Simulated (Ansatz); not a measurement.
This run works on a generated trial structure, not on a known crystal.

Input and command of a plane-wave DFT calculation in Ansatz:

```yaml
crystal:
  lattice:
    - [5.94946246, 0.0, 0.0]
    - [-2.97473123, 5.15238563, 0.0]
    - [0.0, 0.0, 9.2654952]
  atoms:
    - { symbol: Cd, position: [0.0, 0.0, 0.0] }
    - { symbol: Te, position: [0.87462705, 0.12537295, 0.5] }
    - { symbol: Te, position: [0.87462705, 0.7492541, 0.5] }
    - { symbol: Te, position: [0.2507459, 0.12537295, 0.5] }
    - { symbol: Te, position: [0.66666667, 0.33333333, 0.0] }
    - { symbol: Te, position: [0.66666667, 0.33333333, 0.71198869] }
    - { symbol: Te, position: [0.66666667, 0.33333333, 0.28801131] }
basis:
  ecutwfc: 420
kpoints:
  mp_grid: { grid: [3, 3, 2] }
hamiltonian:
  xc: pbe
scf:
  occupations: { method: gaussian, width: 0.2 }
  lower_state_search: "off"
output:
  forces: true
  stress: true
  eigenvalues: true
relax:
  adjacent_minimum: "off"
  f_tol: 0.08
  max_steps: 16
  cell: { stress_tol: 0.8 }
```

```bash
ansatz run input.yaml --threads 1 --pin off --max-ram 2560MiB --backend cpu --events-out ev --progress --plain --runs-dir out
```

Processor: Intel(R) Xeon(R) Platinum 8375C CPU @ 2.90GHz (Ice Lake), 1 thread, on a host shared with other jobs.

Question: How long does it run, and how much memory does it take?

Answer: About 97 s, peak memory 0.67 GiB. It solves 70 bands at 6 k points (after reduction by symmetry) with about 7811 plane waves (on the last cell), in 64 SCF iterations over 9 ionic steps.
